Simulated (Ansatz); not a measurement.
Starting cell, C (diamond):

```
CELL_PARAMETERS angstrom
      0.00000     3.56028     3.56028
      1.78014     0.00000     1.78014
      1.78014     1.78014     0.00000
ATOMIC_POSITIONS crystal
  C  0.25000 0.50000 0.50000
  C  0.75000 0.50000 0.50000
  C  0.37500 0.75000 0.75000
  C  0.87500 0.75000 0.75000
```

In each cell atom 3 (C, nearest neighbour C at 1.542 Å; its periodic images, 2.5 Å or more away, move with it) moves by s·(0.707, 0.707, 0.000) (along Cartesian [110]), the rest being held.

Calculation: r2SCAN (plane waves to 500 eV, PAW, scalar-relativistic; Ansatz, a first-principles code). k mesh 13×13×13 (Γ-centred), Fermi-Dirac smearing 0.05 eV. E stands for the smeared free energy. C was relaxed with its symmetry unable to fall. ΔE is measured from the undisplaced structure.

```csv
s (Å),ΔE (meV/cell)
-0.150,440
-0.120,282
-0.090,159
-0.060,withheld
-0.030,18
0.000,0
0.030,18
0.060,withheld
0.090,159
0.120,282
0.150,440
```

Problem. Fit an even polynomial form (powers 2, 4) to the given rows and predict ΔE at s = 0.060.

Solution. Least squares on the 9 given rows: ΔE = (19660)·s² + (-4680)·s⁴, in meV/cell with s in Å; root-mean-square residual 0.2 meV/cell. At 0.060 the fit gives 71 meV/cell; the calculation gives 71 meV/cell, the same to the digits shown. The quadratic term alone would give 71 meV/cell.

(For displaced atoms, the force is minus the slope of the energy, and its curvature is a force constant, which sets phonon frequencies.)
